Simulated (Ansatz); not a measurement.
Here is the system:

Zr2Ga:
```
Zr2Ga
1.0
   -3.35222     3.35222     2.71760
    3.35222    -3.35222     2.71760
    3.35222     3.35222    -2.71760
Zr Ga
4 2
Cartesian
  1.03167   4.38389   0.00000
  2.32054  -1.03167   2.71760
  2.32054   1.03167   0.00000
  1.03167   2.32054   2.71760
  0.00000   0.00000   1.35880
  0.00000   0.00000   4.07640
```

This is the r²SCAN-relaxed structure.

Q: All from r²SCAN in the plane-wave PAW code Ansatz, unless another level is named. Predict the density of states at the Fermi level.

A: 0.85 states/eV per atom (mean over ±0.08 eV).

Q: Next, the formation energy from the elements (no fitted shifts)?

A: -0.54 eV/atom.

Space group I4/mcm. The workflow started from a Materials Project entry (that database holds measured and hypothetical structures alike); the Crystallography Open Database files this formula in space group No. 140, but the cells were not matched. Whether it is the stable phase at ambient conditions was not checked. The r²SCAN relaxation kept the symmetry of its start; its stability against distortions is not shown here. The run is not spin-polarised. The references are the lowest solids computed at this level, not always the standard phases. Scalar-relativistic: spin–orbit coupling is off unless named, which matters more the heavier the elements.

Potentials: the later of the program's two PAW sets.
